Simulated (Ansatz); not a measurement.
WSe2 (2H-MoS2 type, space group P6_3/mmc)

```yaml
crystal:
  lattice:
    - [3.23045, 0.00000, 0.00000]
    - [-1.61522, 2.79765, 0.00000]
    - [0.00000, 0.00000, 12.41060]
  atoms:
    - { symbol: W, position: [0.33333, 0.66667, 0.25000] }
    - { symbol: W, position: [0.66667, 0.33333, 0.75000] }
    - { symbol: Se, position: [0.33333, 0.66667, 0.61454] }
    - { symbol: Se, position: [0.66667, 0.33333, 0.11454] }
    - { symbol: Se, position: [0.66667, 0.33333, 0.38546] }
    - { symbol: Se, position: [0.33333, 0.66667, 0.88546] }
```

Equation-of-state scan: isotropic scaling of the cell above, V₀ being its volume. The atoms relax within the cell's symmetry.

All values below come from PBEsol-D3(BJ) (plane waves to 420 eV, PAW, scalar-relativistic; Ansatz, a program for electronic structure). k mesh 12×12×3 (Γ-centred), Fermi-Dirac smearing 0.05 eV. Energies are smeared free energies. Compression counts positive. With the shape held, the modulus is that of even scaling; a crystal free to change shape is softer. Spin-orbit coupling is left out, though W is heavy. The PAW data are Ansatz's earlier set. WSe2 is run without spin polarisation. WSe2 was relaxed with its symmetry unable to fall. ΔE is measured from the relaxed starting cell.

```
V (Å³/atom)  ΔE (meV/atom)
-----------  -------------
15.703               175.4
16.201               113.7
16.700                68.1
17.198                35.9
17.697                15.0
18.195                 3.5
18.694                 0.0
19.192                 3.2
19.691            withheld
20.189                25.6
20.688                43.3
21.186                64.5
21.685                88.8
```

Question: Fit a third-order Birch-Murnaghan form (E₀, V₀, B₀, B₀′ free) to the given rows and predict ΔE at V = 19.691.

Answer: Least squares on the 12 given rows: ΔE = E₀ + (9V₀B₀/16)·y²·[2 + (B₀′ − 4)y], y = (V₀/V)^(2/3) − 1, with V₀ = 18.691 Å³/atom, B₀ = 81.27 GPa (160.2 GPa = 1 eV/Å³; the term in eV is multiplied by 1000), B₀′ = 5.37, E₀ = -0.13 meV/atom; root-mean-square residual 0.13 meV/atom. At 19.691 the fit gives 12.0 meV/atom; the calculation gives 12.0 meV/atom, the same to the digits shown. For the pressure the fit gives -3.7 GPa against the computed -3.6 GPa.

(A scan under strain: stresses follow from slopes of the energy per volume, elastic moduli from its curvatures.)
